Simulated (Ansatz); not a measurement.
ZrRh (space group Pnma)

```xyz
8
Lattice="6.0551 0.0000 0.0000 0.0000 4.4395 0.0000 0.0000 0.0000 5.2519" Properties=species:S:1:pos:R:3 pbc="T T T"
Zr     4.9951     3.3296     4.5118
Zr     1.0600     1.1099     0.7400
Zr     4.0876     1.1099     1.8859
Zr     1.9676     3.3296     3.3659
Rh     2.7435     3.3296     0.8840
Rh     3.3116     1.1099     4.3679
Rh     0.2841     1.1099     3.5099
Rh     5.7711     3.3296     1.7419
```

The slice is a (001) plane (indices of the conventional cell) through the point (0.047, 0.250, 0.668) (fractional), spanned by u = [010] and v = [100] in vectors of this cell: u (4.44 Å) and v (6.06 Å, at 90° to u). It covers one period; positions are fractions (u, v).

The numbers are results of PBEsol (plane waves to 420 eV, PAW, scalar-relativistic; Ansatz, a program for electronic structure), not measurements. k mesh 8×11×9. Near the nuclei the fields are pseudised (PAW); where an atom keeps semicore shells as valence, they peak there. ZrRh is run without spin polarisation. ZrRh was relaxed with its symmetry unable to fall.

Task: Sketch the electrostatic potential energy of an electron, from the cell's mean on this plane as a map.

Result: 
```
|xxxx05776567750xxx|
|xxxx15653235651xxx|
|xxx0454100014540xx|
|002565200000256520|
|667875100000157876|
|889975100000157998|
|888886300000368888|
|567887520002578876|
|124788754345788742|
|x01578876667887510|
|xx037887666788730x|
|xxx2677533357762xx|
|xx035530000035530x|
|x014520xxxxx025410|
|345530xxxxxxx03554|
|787620xxxxxxx02678|
|999610xxxxxxx01699|
|998610xxxxxxx01689|
|667620xxxxxxx02676|
|0024300xxxxx003420|
|xxx03300xxx00330xx|
|xxxx14420002441xxx|
|xxxx05765556750xxx|
|xxxxx577767775xxxx|
```
Scale: ten equal steps from 5.00 (start of '0') to 13.18 (end of '9'), in the order '0123456789'. Values: electrostatic potential energy of an electron, from the cell's mean, in eV. The map has 18 points along u (one character each, u = 0 at the left) and 24 along v (v = 0 in the bottom row). Points within 1 Å of a nucleus are blanked (x), as the pseudised field means little there. Values under 5 eV are set to 5. The zero, the cell's mean, hangs on the PAW cores.
